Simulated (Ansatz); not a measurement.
**Review of an SCF result for Ni**

System: Ni, an experimental structure (space group Fm-3m, primitive cell doubled); the cell holds 2 atoms. Source: COD entry 9012995; it may be a high-temperature, high-pressure or metastable form.

The calculation used DFT, PBE, PAW, plane waves, scalar-relativistic (Ansatz development build ahead of 0.2.0).

```yaml
crystal:
  lattice:
    - [0.0, 1.76895, 1.76895]
    - [1.76895, 0.0, 1.76895]
    - [3.5379, 3.5379, 0.0]
  atoms:
    - { symbol: Ni, position: [0.0, 0.0, 0.0], spin: 2.8 }
    - { symbol: Ni, position: [0.0, 0.0, 0.5], spin: -2.8 }
magnetization:
  spin_polarized: true
hamiltonian:
  xc: pbe
  pseudopotentials: { kind: paw }
basis:
  ecutwfc: 420
kpoints:
  mp_grid: { grid: [14, 14, 7] }
scf:
  occupations: { method: gaussian, width: 0.1 }
  lower_state_search: "off"
output:
  forces: true
  stress: true
```

Command:
```sh
ansatz run input.yaml --threads 2 --pin off --max-ram 5120MiB --backend cpu --events-out ev --progress --plain --runs-dir out
```

Wall time and machine: 4.6 s on 2 threads of Arm Neoverse V2, on a shared host, peak memory 0.37 GiB.

The end of the output:

```
SCF converged after 19 iterations
Magnetization: 0.0000 μB (18.0000 up, 18.0000 down)
Absolute magnetization: 0.6070 μB (∫|ρ↑−ρ↓|, with the PAW one-centre terms)
Spin contamination: 0.2330 ħ² per cell (⟨S²⟩ above its minimum at these occupations)
Per-site moments (μB) at R_I (Å): [(0.2956, 1.0319), (-0.2956, 1.0319)]
Free energy (F): -11679.339549 eV
Harris-Foulkes:  -11679.339549 eV  (|F-HF|=8.83e-9)
Internal energy: -11679.307911 eV  (E = F + TS)
E sigma→0 (E₀):  -11679.323730 eV
Entropy (-TS):   -0.031639 eV (-15.819 meV/atom)
Fermi energy:    17.595749 eV
--- Forces (eV/Å), atoms counted from 1 ---
  atom   1  Ni    -0.00000000     0.00000000     0.00000000
  atom   2  Ni     0.00000000     0.00000000    -0.00000000
--- Stress (GPa, compression-positive) ---
       -3.900795       0.204146      -0.204146
        0.204146      -3.900795      -0.204146
       -0.204146      -0.204146      -3.900795
  P = ⅓ Tr σ = -3.9008 GPa (-39.008 kbar)
```

A small moment in a metal is sensitive to the mesh and the smearing.

Site moments are taken inside atomic spheres and don't add up to the total.

**Question.** Has the SCF ended in the lowest solution? If not, by how much is it too high?

**Answer.** No. A state 50.3 meV/atom (0.101 eV per cell) lower exists in this cell: ferromagnetic, site moments Ni1 0.67, Ni2 0.67 μB, total 1.27 μB per cell, no gap on the k-mesh. It was reached from: parallel moments, default search for lower states [Ni1 2.00, Ni2 2.00 μB]; a moment on one site alone, plain SCF [Ni2 2.00 μB]. The wrong state matters: the pressure is -3.1 GPa there against -3.9 GPa here. States within about 5 meV/atom are too close for this mesh, smearing and search to settle their order. This multiple of the primitive cell fits some opposed orders; other multiples fit others. “Lowest” means lowest among the runs made in this cell.
